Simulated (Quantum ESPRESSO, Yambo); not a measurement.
CsO (space group Immm, No. 71) under isotropic strain (on all lattice vectors), counted from the cell relaxed with PBEsol, atoms relaxed at each step. norm-conserving PBEsol (Quantum ESPRESSO, 84 Ry, without SOC); G0W0 in Yambo (4×4×4 Γ-centred k mesh, 110 bands and a 6 Ry block in the screening, 110 bands in G with the Bruneval-Gonze terminator, plasmon pole fitted at 27.2 eV).

| strain s (%) | PBEsol direct gap at Γ (eV) | G0W0 direct gap at Γ (eV) |
|---|---|---|
| -3 | ? | ? |
| -1.5 | 1.977 | 3.345 |
| -0.7 | 1.920 | 3.288 |
| 0 | 1.868 | 3.248 |
| +1 | 1.788 | 3.156 |
| +2 | 1.712 | 3.085 |

Question: Fit a parabola in s to each column by least squares and predict the withheld row.

Answer: PBEsol: E = 1.867 − 0.0756 s − 0.0011 s² (largest residual 2 meV), giving 2.084 eV at s = -3; the run gave 2.079 eV, a miss of 5 meV. G0W0: E = 3.240 − 0.0740 s − 0.0024 s² (largest residual 8 meV), giving 3.440 eV at s = -3; the run gave 3.435 eV, a miss of 5 meV. The withheld row lies outside the fitted range, so this is an extrapolation. The GW settings are held fixed; their convergence isn't established. The screening block changes size along the series (159 vectors at -3 %, 171 vectors at -1.5 %, 171 vectors at -0.7 %, 171 vectors at +0 %, 171 vectors at +1 %, 171 vectors at +2 %), which puts steps into the G0W0 values. 

The structure is a Materials Project entry; no match was found in the copy of COD used, and its stability was not checked.
